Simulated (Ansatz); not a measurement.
Cr (bcc (W type), space group No. 229) at seven volumes, PBE (plane waves, PAW; program Ansatz), scaled uniformly. One row is withheld.

```json
[
 {"V (Å³/atom)": "10.709", "P (GPa)": "23.02"},
 {"V (Å³/atom)": "11.062", "P (GPa)": "13.87"},
 {"V (Å³/atom)": "11.415", "P (GPa)": "6.31"},
 {"V (Å³/atom)": "11.768", "P (GPa)": "0.00"},
 {"V (Å³/atom)": "12.121", "P (GPa)": "?"},
 {"V (Å³/atom)": "12.474", "P (GPa)": "-8.80"},
 {"V (Å³/atom)": "12.827", "P (GPa)": "-11.69"}
]
```

Task: Fit the shown pressures and predict the withheld one.

Result: P = (3/2)B₀(x^(7/2) − x^(5/2))[1 + (3/4)(B′ − 4)(x − 1)] with x = (V₀/V)^(2/3). Least squares on the six rows gives V₀ = 11.776 Å³/atom, B₀ = 181 GPa, B′ = 6.28. At V = 12.121, x = 0.9809 and P = -4.77 GPa. The run itself gave -4.99 GPa.

Space group Im-3m (bcc (W type)). Symmetry was held in the PBE relaxation, as lowered by the spin order. The final state is antiferromagnetic, chosen from 4 collinear starts compared on coarse meshes (ties went to the first, and starts can fall back to one state), not a proven ground state. Textbook magnetic order: a spin-density-wave antiferromagnet.

Potentials: the later of the program's two PAW sets.
